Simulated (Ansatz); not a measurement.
Here is the system:

CoPtRh:
```
CELL_PARAMETERS angstrom
      2.68774     0.00000     0.00000
     -1.34387     2.32765     0.00000
      0.00000     0.00000     6.54155
ATOMIC_POSITIONS crystal
  Co 0.00000 0.00000 0.99351
  Pt 0.33333 0.66667 0.32094
  Rh 0.66667 0.33333 0.68556
```
The run is spin-polarised.

This is the r²SCAN-relaxed structure.

Task: All from r²SCAN (plane waves, PAW; program Ansatz), unless another level is named. Predict the net moment.

Result: 1.11 μB per atom.

Task: Next, the Bader charges?

Result: Co +0.44, Pt -0.32, Rh -0.12 e.

Space group P3m1. The start of the workflow was typed in or built on a structure type; neither database checked (COD, Materials Project) lists it. Its standing as an ambient phase is unchecked. The r²SCAN relaxation kept the symmetry of its start; whether a distortion lowers the energy is not shown. Magnetic state: ferromagnetic, chosen from 3 collinear starts compared on coarse meshes (ties went to the first, and starts can fall back to one state), not a proven ground state. Other orbital occupations within this spin state were not tried. For itinerant 3d metals, meta-GGAs of the SCAN family and hybrids are commonly reported to give too large moments. Scalar-relativistic: spin–orbit coupling is off unless named, which matters more the heavier the elements.

Potentials: the later of the program's two PAW sets.
